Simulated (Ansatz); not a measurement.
LiF:
Space group P6₃/mmc (No. 194); a = 3.273 Å, b = 3.273 Å, c = 3.991 Å, α = 90.00°, β = 90.00°, γ = 120.00°

```csv
atom,site,symmetry,x,y,z
Li,2c,-6m2,0.3333,0.6667,0.2500
F,2d,-6m2,0.6667,0.3333,0.2500
```

Relaxed with r²SCAN+D4.

Tabulate the valence density and the electron localisation function along the shortest Li–F contact (1.89 Å), plane-wave PAW r²SCAN+D4 (Ansatz code).



| distance from Li (Å) | density (e/Å³) | ELF |
|---|---|---|
| 0.19 | 7.16 | 0.99 |
| 0.28 | 4.97 | 1.00 |
| 0.38 | 2.88 | 0.84 |
| 0.47 | 1.35 | 0.43 |
| 0.57 | 0.52 | 0.10 |
| 0.66 | 0.22 | 0.02 |
| 0.76 | 0.19 | 0.04 |
| 0.85 | 0.25 | 0.17 |
| 0.94 | 0.36 | 0.47 |
| 1.04 | 0.57 | 0.69 |
| 1.13 | 0.91 | 0.78 |
| 1.23 | 1.49 | 0.81 |
| 1.32 | 2.54 | 0.82 |
| 1.42 | 4.26 | 0.80 |
| 1.51 | 6.63 | 0.75 |
| 1.61 | 9.31 | 0.66 |
| 1.70 | 11.73 | 0.54 |

The density is the valence pseudo-density with augmentation charge, so density and ELF within about 1 Å of a nucleus are not all-electron values.

Space group P6_3/mmc. The start of the workflow was typed in or built on a structure type; neither database checked (COD, Materials Project) lists it. It is not the phase usual at ambient conditions (space group No. 225). The cell was relaxed with r²SCAN+D4 under the symmetry of its start; its stability against distortions is not shown here. The volume moved by -42 % from the start of the relaxation.

Potentials: the later of the program's two PAW sets.
